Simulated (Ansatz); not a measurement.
CoSn in space group P6/mmm (No. 191; Co on 3f, Sn on 1a, Sn on 2d) at seven volumes, DFT-r²SCAN in the program Ansatz with PAW potentials, shape and atoms relaxed at each. One row is withheld.

| V (Å³/atom) | P (GPa) |
|---|---|
| 15.111 | 16.91 |
| 15.609 | 10.28 |
| 16.107 | 4.69 |
| 16.606 | 0.00 |
| 17.104 | -3.95 |
| 17.602 | -7.26 |
| 18.100 | ? |

Fit the shown pressures and predict the withheld one.

P = (3/2)B₀(x^(7/2) − x^(5/2))[1 + (3/4)(B′ − 4)(x − 1)] with x = (V₀/V)^(2/3). Least squares on the six rows gives V₀ = 16.606 Å³/atom, B₀ = 143 GPa, B′ = 4.76. At V = 18.100, x = 0.9442 and P = -10.04 GPa. The run itself gave -10.03 GPa.

The cell was relaxed with r²SCAN under the symmetry of its start. The workflow began spin-polarised and lost its moments. Spin–orbit coupling is left out wherever it is not named.

Potentials: the later of the program's two PAW sets.
